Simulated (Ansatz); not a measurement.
Structure: an ordered 4-atom cell of K2IBr on the rocksalt lattice (R-3m), at its r2SCAN minimum. Space group R-3m (No. 166), trigonal; conventional cell a = 4.837 Å, c = 23.760 Å, 40.11 Å³ an atom. Br is surrounded by 6 K at 3.34 Å; I is surrounded by 6 K at 3.51 Å; K is surrounded by 3 Br at 3.34 Å and 3 I at 3.51 Å.

The questions ask for values computed with the PAW code Ansatz on this geometry. Values at 0 K without nuclear motion; no magnetic order is allowed, and the phase may be a hypothetical one.

**Question.** Is there a gap with r2SCAN, and of what kind?

**Answer.** With r2SCAN the gap is 4.44 eV and direct, at Γ.

**Question.** How does the gap change from r2SCAN to PBE (6×6×6)?

**Answer.** PBE gives a direct gap of 3.84 eV at Γ. The gap differs by -0.60 eV from r2SCAN's.

**Question.** How does the gap change from r2SCAN to PBE+SOC (6×6×6)?

**Answer.** With PBE+SOC the gap is 3.52 eV and direct, at Γ. Spin-orbit coupling itself accounts for -0.31 eV. The gap differs by -0.92 eV from r2SCAN's.

**Question.** What does HSE06 give for the gap (4×4×4 mesh)?

**Answer.** The HSE06 gap is direct at Γ: 4.85 eV. The gap differs by +0.41 eV from r2SCAN's.

**Question.** What does PBE0 give for the gap (4×4×4 mesh)?

**Answer.** With PBE0 the gap is 5.54 eV and direct, at Γ. The gap differs by +1.10 eV from r2SCAN's.

**Question.** Roughly how does the cost of the PBE+SOC run (6×6×6) compare with r2SCAN's (6×6×6)?

**Answer.** About 4 times as much (2.6 core-minutes against 40 core-seconds, on a shared machine).

Only the levels marked +SOC include spin-orbit coupling.
